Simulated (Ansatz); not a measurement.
The relaxed structure here is a generated cell of TiNi: the first start was made by placing the elements on the sites of a structure type, and the end was not matched to a known phase here, so it may be hypothetical. Known forms of TiNi include space group No. 221.

One starting cell of TiNi (a generated trial cell of TiNi in the AFLOW prototype AB_hP6_191_f_ad (B35, as in CoSn)) was relaxed twice with Ansatz (plane waves, PAW, scalar-relativistic): with PBEsol at 420 eV and with PBE at 420 eV. The PBEsol result:

```cif
data_Ni3Ti3
_chemical_formula_sum 'Ti3 Ni3'
_space_group_name_H-M_alt 'P 1'
_space_group_IT_number 1
_cell_length_a 5.40793
_cell_length_b 5.40793
_cell_length_c 3.79308
_cell_angle_alpha 90.000
_cell_angle_beta 90.000
_cell_angle_gamma 120.000
loop_
_space_group_symop_operation_xyz
  'x, y, z'
loop_
_atom_site_label
_atom_site_type_symbol
_atom_site_fract_x
_atom_site_fract_y
_atom_site_fract_z
_atom_site_occupancy
Ti1 Ti 0.50000 0.00000 0.00000 1
Ti2 Ti 0.50000 0.50000 0.00000 1
Ti3 Ti 0.00000 0.50000 0.00000 1
Ni1 Ni 0.00000 0.00000 0.00000 1
Ni2 Ni 0.33333 0.66667 0.50000 1
Ni3 Ni 0.66667 0.33333 0.50000 1
```

| quantity | PBEsol | PBE |
|---|---|---|
| space group | P6/mmm | P6/mmm |
| volume (Å³/atom) | 16.01 | 16.79 |
| a (Å) | 5.408 | 5.499 |
| c (Å) | 3.793 | 3.847 |
| gap (eV, no spin-orbit coupling) | 0.00 | 0.00 |

Both levels end in the same structure; PBE's volume is 4.9 % larger. Neither column is exact.

No spin polarisation in the result. A magnetic state may lie lower.

The run could not lose the symmetry of its start: the end is stationary, and may be a saddle point rather than a minimum.

All atoms sit on sites fixed by symmetry, so only the cell could relax.

Ansatz is an electronic-structure program.
